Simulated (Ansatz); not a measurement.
**How much do the gradients of Ba₂Cd₃P₄H₂O₁₆ depend on the method?**

Cell: a measured structure from the Crystallography Open Database (COD), ions relaxed with PBE at fixed cell.

Space group P2_1/c (No. 14); a = 8.0920, b = 9.1506, c = 9.8208 Å, β = 100.87°.

```csv
site,Wyckoff,site symmetry,x,y,z
Ba,4e,1,0.0777,0.0203,0.2333
Cd5,2d,-1,0.5000,0.0000,0.5000
Cd7,4e,1,0.6077,0.1392,0.1078
H,4e,1,0.1080,0.1659,0.5817
P15,4e,1,0.3605,0.2977,0.2721
P19,4e,1,0.8566,0.2161,0.4478
O23,4e,1,0.3889,0.1343,0.3100
O27,4e,1,0.1678,0.3264,0.2295
O31,4e,1,0.4354,0.3996,0.3946
O35,4e,1,0.4448,0.3252,0.1448
O39,4e,1,0.8506,0.3777,0.4959
O43,4e,1,0.0478,0.1629,0.4778
O47,4e,1,0.7526,0.1220,0.5301
O51,4e,1,0.8116,0.2019,0.2894
```

One atom of each set is listed.

First run. Method: Kohn–Sham DFT in Ansatz, PBE, plane waves and PAW, scalar-relativistic, 420 eV cutoff, Γ-centred 3×3×3 k-points, Fermi–Dirac smearing 0.02 eV.

```csv
site,V_zz (10²¹ V/m²),η
Ba,-5.16,0.90
Cd5,3.47,0.70
Cd7,8.35,0.75
H,1.71,0.13
P15,-0.29,0.72
P19,2.67,0.18
O23,8.83,0.20
O27,8.48,0.13
O31,8.87,0.89
O35,9.11,0.74
O39,7.84,0.30
O43,10.33,0.86
O47,8.73,0.25
O51,9.07,0.17
```

Second run. The same atoms and settings, except that the functional is r2SCAN and the cutoff is 500 eV.

Q: Given the first result, estimate the second.

A: 

```csv
site,V_zz,η,change of V_zz
Ba,-5.46,0.90,-0.30
Cd5,3.76,0.72,+0.29
Cd7,9.07,0.74,+0.72
H,1.59,0.15,-0.12
P15,-0.35,0.63,-0.06
P19,2.81,0.24,+0.14
O23,8.91,0.18,+0.08
O27,8.63,0.13,+0.15
O31,8.95,0.82,+0.08
O35,9.21,0.66,+0.10
O39,8.15,0.27,+0.31
O43,10.51,0.84,+0.18
O47,8.85,0.25,+0.12
O51,9.13,0.17,+0.06
```

The largest change of V_zz is on Cd7, from 8.35 to 9.07. In per cent, |V_zz| changes by +6 on Ba, +8 to +9 on Cd, -7 on H, +5 on P, +1 to +4 on O (all sites that start above 0.5).

Without spin–orbit coupling (the program notes it for Ba and Cd) the gradients are little affected as a rule: paired runs on crystals with a gap mostly move them by under 2 % at such atoms. The entry's hydrogen positions were far off; the other atoms hardly move on relaxation.
For the second run: The largest force is 0.7 eV/Å, so the atoms aren't at the calculated equilibrium and relaxing them would move these values.
